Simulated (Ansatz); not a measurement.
Relaxation of a relaxed WS2 cell shaken by Gaussian noise of σ = 0.08 Å a coordinate; 12 atoms in the cell, which starts as P1 (No. 1), aP12; a = b = c = 5.8612 Å, α = β = γ = 90.00°. The numbers are results of PBEsol (plane waves to 420 eV, PAW, scalar-relativistic; Ansatz, an electronic-structure program), not measurements. Γ-centred k-mesh 3×3×3 on the run's cell (coarser than for final values), Fermi–Dirac smearing 0.05 eV. This is the first round of the run. Spin-polarised start, with parallel moments on W.

The optimiser's lines from the output (shortened; P is positive under compression):

```
relax step   1: F+E_penalty+E_count = -48111.94773919 eV  Δ(F+E_penalty+E_count) = +0.000e0 eV  max|allowed force component| = 1.687e0 eV/Å  Δτ_max = 0.0000 Å  P = -0.576 GPa  Ω = 201.358 Å³  (41 SCF iters, dr2 threshold 1.00e-7 eV, accepted)
relax step   2: F+E_penalty+E_count = -48112.45627014 eV  Δ(F+E_penalty+E_count) = -5.085e-1 eV  max|allowed force component| = 6.909e-1 eV/Å  Δτ_max = 0.1913 Å  P = -0.007 GPa  Ω = 197.668 Å³  (18 SCF iters, dr2 threshold 1.20e-6 eV, accepted)
relax step   3: F+E_penalty+E_count = -48112.72678656 eV  Δ(F+E_penalty+E_count) = -2.705e-1 eV  max|allowed force component| = 4.809e-1 eV/Å  Δτ_max = 0.1126 Å  P = -0.883 GPa  Ω = 195.536 Å³  (11 SCF iters, dr2 threshold 1.20e-6 eV, accepted)
relax step   4: F+E_penalty+E_count = -48112.71280354 eV  Δ(F+E_penalty+E_count) = +1.398e-2 eV  max|allowed force component| = 7.133e-1 eV/Å  Δτ_max = 0.1952 Å  P = -1.547 GPa  Ω = 191.068 Å³  (12 SCF iters, dr2 threshold 1.20e-6 eV, rejected (line search))
relax step   5: F+E_penalty+E_count = -48112.92448919 eV  Δ(F+E_penalty+E_count) = -1.977e-1 eV  max|allowed force component| = 3.279e-1 eV/Å  Δτ_max = 0.0951 Å  P = +0.096 GPa  Ω = 192.832 Å³  (18 SCF iters, accepted)
relax step   6: F+E_penalty+E_count = -48113.04107992 eV  Δ(F+E_penalty+E_count) = -1.166e-1 eV  max|allowed force component| = 3.143e-1 eV/Å  Δτ_max = 0.1000 Å  P = +0.032 GPa  Ω = 191.798 Å³  (10 SCF iters, dr2 threshold 1.20e-6 eV, accepted)
relax step   7: F+E_penalty+E_count = -48113.27245268 eV  Δ(F+E_penalty+E_count) = -2.314e-1 eV  max|allowed force component| = 4.584e-1 eV/Å  Δτ_max = 0.1468 Å  P = -0.196 GPa  Ω = 191.095 Å³  (10 SCF iters, dr2 threshold 1.20e-6 eV, accepted)
relax step   8: F+E_penalty+E_count = -48113.50784455 eV  Δ(F+E_penalty+E_count) = -2.354e-1 eV  max|allowed force component| = 8.720e-1 eV/Å  Δτ_max = 0.1924 Å  P = +0.931 GPa  Ω = 189.537 Å³  (10 SCF iters, dr2 threshold 1.20e-6 eV, accepted)
relax step   9: F+E_penalty+E_count = -48113.46117670 eV  Δ(F+E_penalty+E_count) = +4.667e-2 eV  max|allowed force component| = 1.276e0 eV/Å  Δτ_max = 0.1948 Å  P = +1.677 GPa  Ω = 191.857 Å³  (9 SCF iters, dr2 threshold 1.20e-6 eV, rejected (line search))
relax step  10: F+E_penalty+E_count = -48113.68108434 eV  Δ(F+E_penalty+E_count) = -1.732e-1 eV  max|allowed force component| = 2.753e-1 eV/Å  Δτ_max = 0.0974 Å  P = +0.374 GPa  Ω = 190.453 Å³  (17 SCF iters, accepted)
relax step  11: F+E_penalty+E_count = -48113.71576366 eV  Δ(F+E_penalty+E_count) = -3.468e-2 eV  max|allowed force component| = 1.109e-1 eV/Å  Δτ_max = 0.0476 Å  P = -0.265 GPa  Ω = 191.215 Å³  (10 SCF iters, dr2 threshold 1.20e-6 eV, accepted)
relax step  12: F+E_penalty+E_count = -48113.71605579 eV  Δ(F+E_penalty+E_count) = -2.921e-4 eV  max|allowed force component| = 1.476e-1 eV/Å  Δτ_max = 0.0251 Å  P = +0.463 GPa  Ω = 190.905 Å³  (9 SCF iters, dr2 threshold 1.20e-6 eV, accepted)
relax step  13: F+E_penalty+E_count = -48113.72059141 eV  Δ(F+E_penalty+E_count) = -4.536e-3 eV  max|allowed force component| = 3.851e-2 eV/Å  Δτ_max = 0.0180 Å  P = +0.048 GPa  Ω = 191.139 Å³  (9 SCF iters, dr2 threshold 1.20e-6 eV, accepted)
relax step  14: F+E_penalty+E_count = -48113.72086758 eV  Δ(F+E_penalty+E_count) = -2.762e-4 eV  max|allowed force component| = 1.268e-2 eV/Å  Δτ_max = 0.0067 Å  P = -0.015 GPa  Ω = 191.196 Å³  (8 SCF iters, dr2 threshold 9.27e-8 eV, accepted)
relax step  15: F+E_penalty+E_count = -48113.72092072 eV  Δ(F+E_penalty+E_count) = -5.314e-5 eV  max|allowed force component| = 2.853e-3 eV/Å  Δτ_max = 0.0021 Å  P = +0.002 GPa  Ω = 191.196 Å³  (8 SCF iters, dr2 threshold 1.01e-8 eV, accepted)
relax step  16: F+E_penalty+E_count = -48113.72100998 eV  Δ(F+E_penalty+E_count) = -8.926e-5 eV  max|allowed force component| = 2.882e-3 eV/Å  Δτ_max = 0.0000 Å  P = +0.001 GPa  Ω = 191.196 Å³  stress off target by 3.35e-2 GPa  SCF on the basis re-selected at this cell (its energy is not comparable with the rows above)  (11 SCF iters)
relax step  17: F+E_penalty+E_count = -48113.72102310 eV  Δ(F+E_penalty+E_count) = -1.313e-5 eV  max|allowed force component| = 2.102e-3 eV/Å  Δτ_max = 0.0008 Å  P = +0.009 GPa  Ω = 191.194 Å³  (7 SCF iters, dr2 threshold 2.81e-9 eV, accepted)
relax step  18: F+E_penalty+E_count = -48113.72101460 eV  Δ(F+E_penalty+E_count) = +8.501e-6 eV  max|allowed force component| = 2.102e-3 eV/Å  Δτ_max = 0.0000 Å  P = +0.009 GPa  Ω = 191.194 Å³  stress off target by 1.67e-2 GPa  SCF on the basis re-selected at this cell (its energy is not comparable with the rows above)  (8 SCF iters)
```

From the first to the last row the energy changes by -0.15 eV/atom and the volume by -5.0 %. The last row is marked as not comparable with the walk above it, whose basis was carried along; it does compare with step 1, since both stand on a basis selected at the nominal cutoff for their own cell.

Steps 4, 9 were rejected by the optimiser.

Later rounds, restarted from the end of this one on a renewed k-mesh, logged 13 more steps and released under 0.01 eV/atom more. The final structure after all rounds: Pc (No. 7), mP12; a = 5.8892 Å, b = 5.8602 Å, c = 5.6125 Å, α = γ = 90.00°, β = 99.80°. Between re-selections the logged energies stand on a plane-wave basis carried along with the cell. No spin polarisation in the result: the starting moments vanished.

The relaxed structure here is a generated cell of WS2: the first start was made by placing the elements on the sites of a structure type, and the end was not matched to a known phase here, so it may be hypothetical. Known forms of WS2 include space group No. 194.
